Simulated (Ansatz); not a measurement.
**Squeezing Cu (fcc type)**

```
CELL_PARAMETERS angstrom
0.00000 1.81530 1.81530
1.81530 0.00000 1.81530
1.81530 1.81530 0.00000
ATOMIC_POSITIONS crystal
Cu 0.00000 0.00000 0.00000
```

The cell comes from a relaxation on PAW files under the same functional.

Its volume is scaled at fixed shape and fractional positions.

Level of theory: DFT with PBE, scalar-relativistic, in Ansatz 0.2.0; a Γ-centred 18×18×18 k mesh, Fermi–Dirac smearing of 0.05 eV, no spin polarisation. LAPW: all electrons, basis error target 1 meV/atom; PAW: frozen-core files, cutoff 420 eV; crystal datasets: all electrons, by PAW datasets that the program makes for each cell; norm-conserving: pseudopotentials, cutoff 1252 eV; PAW (core large): files with a larger core, cutoff 420 eV.

Energies are extrapolated to zero smearing and count from the unscaled cell; pressure is positive in compression; gaps take the mesh and a band path. No temperature or zero-point motion is included.

```json
{"V/V0": "1.00", "V (Å³/atom)": "11.96", "P LAPW (GPa)": "-0.03", "ΔE LAPW (eV/atom)": "0.000", "P PAW − LAPW (GPa)": "0.02", "ΔE PAW − LAPW (meV/atom)": "0.0"}
{"V/V0": "0.95", "V (Å³/atom)": "11.37", "P LAPW (GPa)": "8.15", "ΔE LAPW (eV/atom)": "0.014", "P PAW − LAPW (GPa)": "0.03", "ΔE PAW − LAPW (meV/atom)": "0.1"}
{"V/V0": "0.85", "V (Å³/atom)": "10.17", "P LAPW (GPa)": "34.2", "ΔE LAPW (eV/atom)": "0.163", "P PAW − LAPW (GPa)": "-0.01", "ΔE PAW − LAPW (meV/atom)": "0.3"}
{"V/V0": "0.75", "V (Å³/atom)": "8.97", "P LAPW (GPa)": "82.8", "ΔE LAPW (eV/atom)": "?", "P PAW − LAPW (GPa)": "-0.15", "ΔE PAW − LAPW (meV/atom)": "-0.2"}
{"V/V0": "0.65", "V (Å³/atom)": "7.78", "P LAPW (GPa)": "176.5", "ΔE LAPW (eV/atom)": "?", "P PAW − LAPW (GPa)": "-0.39", "ΔE PAW − LAPW (meV/atom)": "-2.2"}
{"V/V0": "0.55", "V (Å³/atom)": "6.58", "P LAPW (GPa)": "367.9", "ΔE LAPW (eV/atom)": "3.453", "P PAW − LAPW (GPa)": "-0.63", "ΔE PAW − LAPW (meV/atom)": "-5.9"}
{"V/V0": "0.45", "V (Å³/atom)": "5.38", "P LAPW (GPa)": "795.1", "ΔE LAPW (eV/atom)": "7.570", "P PAW − LAPW (GPa)": "-1.55", "ΔE PAW − LAPW (meV/atom)": "-13.0"}
{"V/V0": "0.40", "V (Å³/atom)": "4.79", "P LAPW (GPa)": "1205", "ΔE LAPW (eV/atom)": "11.243", "P PAW − LAPW (GPa)": "-5.34", "ΔE PAW − LAPW (meV/atom)": "-23.6"}
```

Fill in "ΔE LAPW (eV/atom)" for the row "0.65".

1.509.

What belongs in the row "0.75", column "ΔE LAPW (eV/atom)"?

0.580.

Fit the Vinet equation to the LAPW pressures over the whole range, with residuals weighted by 1/(|P| + 0.03·Pmax).

V0 = 11.99 Å³/atom, B0 = 129 GPa and B0′ = 5.67, and the fit misses no point by more than 12 GPa. A fit over so wide a range pins B0 less well than one near rest.

From the table, what is the rise of the enthalpy H = E + pV up to the last row, and how stiff is the crystal between the last two rows?

ΔH = 11.243 eV + (1205 GPa × 4.79 Å³ + 0.03 GPa × 11.96 Å³) × 0.006242 eV/(GPa·Å³) = 47.25 eV/atom, of which pV makes 76 %. The mean bulk modulus there is −ΔP/Δln V = 3480 GPa.

At the smallest volume, how far do crystal datasets and norm-conserving and PAW (core large) lie from LAPW in pressure?

crystal datasets: -0.01 GPa; norm-conserving: -2.55 GPa; PAW (core large): -5.34 GPa, on a LAPW pressure of 1205 GPa.

How do the Löwdin populations by LAPW change from the unscaled cell to the last row?

Cu 3s 1.99 → 1.95, Cu 3d 9.80 → 9.84 electrons an atom. These are projections on the shells that the free atoms fill; 0.15 e a cell lies outside them at the start and 0.16 e at the end.
